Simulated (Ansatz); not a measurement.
TiSn3O8 (Cmmm) at 3 levels of theory

One geometry, relaxed with PBE; plane waves with PAW potentials in Ansatz, scalar-relativistic. No spin polarisation. Gaps are the least over mesh and band path; pressure is positive in compression.

```yaml
crystal:
  lattice:
    - [3.37561, -3.38115, 0.00000]
    - [3.37561, 3.38115, 0.00000]
    - [0.00000, 0.00000, 6.36068]
  atoms:
    - { symbol: Ti, position: [0.50000, 0.50000, 0.00000] }
    - { symbol: Sn, position: [0.50000, 0.50000, 0.50000] }
    - { symbol: Sn, position: [0.00000, 0.00000, 0.75468] }
    - { symbol: Sn, position: [0.00000, 0.00000, 0.24532] }
    - { symbol: O, position: [0.20305, 0.20305, 0.00000] }
    - { symbol: O, position: [0.19378, 0.19378, 0.50000] }
    - { symbol: O, position: [0.79695, 0.79695, 0.00000] }
    - { symbol: O, position: [0.80622, 0.80622, 0.50000] }
    - { symbol: O, position: [0.68963, 0.31037, 0.76164] }
    - { symbol: O, position: [0.68963, 0.31037, 0.23836] }
    - { symbol: O, position: [0.31037, 0.68963, 0.76164] }
    - { symbol: O, position: [0.31037, 0.68963, 0.23836] }
```

```tsv
level	cutoff (eV)	k mesh	gap (eV)	pressure (GPa)
PBE	420	6×6×4	1.76	0.0
```

Problem. What comes out on the same cell with r2SCAN, PBEsol?

Solution.
```csv
level,cutoff (eV),k mesh,gap (eV),pressure (GPa)
r2SCAN,500,6×6×4,2.25,-7.1
PBEsol,420,6×6×4,1.69,-6.0
```

It was reached by relaxing an invented guess, and it needn't be the stable form of this composition.
